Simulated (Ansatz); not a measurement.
# LiSi$_{16}$: course of a relaxation

These are results of DFT PBE, scalar-relativistic, plane waves, PAW (Ansatz), not measurements. (420 eV cutoff, 2×2×2 k-mesh, Gaussian smearing of 0.01 eV, no spin polarisation)

What was changed: Li interstitial, charge +1, atoms relaxed at the host's cell.

In a supercell of 17 atoms the defect feels its periodic images.

Spin polarisation was left out.

Command:

```bash
ansatz run input.yaml --threads 4 --pin off --max-ram 8192MiB --backend cpu --events-out ev --progress --plain --runs-dir out
```

Input:

```yaml
crystal:
  lattice:
    - [0.0, 5.4700937642, -5.4700937642]
    - [5.4700937642, 5.4700937642, 0.0]
    - [5.4700937642, 0.0, -5.4700937642]
  atoms:
    - { symbol: Si, position: [0.1366760932, 0.1201046364, 0.1264362419] }
    - { symbol: Si, position: [0.1279243114, 0.6129047702, 0.132748353] }
    - { symbol: Si, position: [0.6105361133, 0.1287120487, 0.1328315186] }
    - { symbol: Si, position: [0.6259156065, 0.6241407382, 0.1232463002] }
    - { symbol: Si, position: [0.1244711511, 0.127577631, 0.6196184053] }
    - { symbol: Si, position: [0.122122152, 0.6233226127, 0.6270379219] }
    - { symbol: Si, position: [0.6259084349, 0.1195301714, 0.627865944] }
    - { symbol: Si, position: [0.6267404859, 0.6233242343, 0.6270283387] }
    - { symbol: Si, position: [0.2525437687, 0.7379090685, 0.2550762136] }
    - { symbol: Si, position: [0.2501965932, 0.2475910304, 0.2512923414] }
    - { symbol: Si, position: [0.7515589632, 0.7455465402, 0.252920208] }
    - { symbol: Si, position: [0.7519543862, 0.2497671414, 0.2478684038] }
    - { symbol: Si, position: [0.2512021895, 0.7486640549, 0.7485225924] }
    - { symbol: Si, position: [0.2531882296, 0.2412797647, 0.7538215331] }
    - { symbol: Si, position: [0.7501704368, 0.7475769809, 0.7512959424] }
    - { symbol: Si, position: [0.7421554172, 0.2516000431, 0.7508787566] }
    - { symbol: Li, position: [0.0006738067, -0.0029625325, 0.0001315965] }
  host:
    lattice:
      - [0.0, 2.7350468821, 2.7350468821]
      - [2.7350468821, 0.0, 2.7350468821]
      - [2.7350468821, 2.7350468821, 0.0]
    atoms:
      - { symbol: Si, position: [0.75, 0.75, 0.75] }
      - { symbol: Si, position: [0.5, 0.5, 0.5] }
total_charge: 1
basis:
  ecutwfc: 420
  xc_grid: 2
kpoints:
  mp_grid: { grid: [2, 2, 2], shift: [0.0, 0.0, 0.0] }
hamiltonian:
  xc: pbe
scf:
  occupations: { method: gaussian, width: 0.01 }
output:
  forces: true
  stress: false
  eigenvalues: true
  charged_corrections:
    defect_position: [0.0, 0.0, 0.0]
    epsilon: [[12.9823, 0.0, 0.0], [0.0, 12.9823, 0.0], [0.0, 0.0, 12.9823]]
  write_density: true
  write_potential: true
  elf: true
  volumetric_format: npy
relax:
  adjacent_minimum: "off"
  f_tol: 0.025
  max_steps: 45
```

F is the free energy.

Steps:

```
step F − F(1) (eV) largest force component (eV/Å)
   1         0.0000                           0.681
   2        -0.0883                           0.123
   3        -0.0944                           0.003
   4        -0.0944                           0.003
```

Relaxed structure:

```
CELL_PARAMETERS angstrom
0.00000 5.47009 -5.47009
5.47009 5.47009 0.00000
5.47009 0.00000 -5.47009
ATOMIC_POSITIONS crystal
Si 0.12769 0.12393 0.12888
Si 0.12747 0.61503 0.12893
Si 0.61832 0.12422 0.12908
Si 0.62613 0.62267 0.12422
Si 0.12736 0.12424 0.61984
Si 0.12282 0.62262 0.62752
Si 0.62611 0.11941 0.62747
Si 0.62601 0.62276 0.62756
Si 0.25237 0.74462 0.25375
Si 0.25015 0.24686 0.25166
Si 0.74813 0.74488 0.25378
Si 0.74835 0.24889 0.25369
Si 0.25224 0.74489 0.74960
Si 0.25234 0.24884 0.74956
Si 0.75028 0.74688 0.75169
Si 0.74802 0.24900 0.74973
Li 0.00013 0.99685 0.00165
```

The run converged. It took 13 s on 4 threads of Arm Neoverse V1, on a shared host, peak memory 0.82 GiB.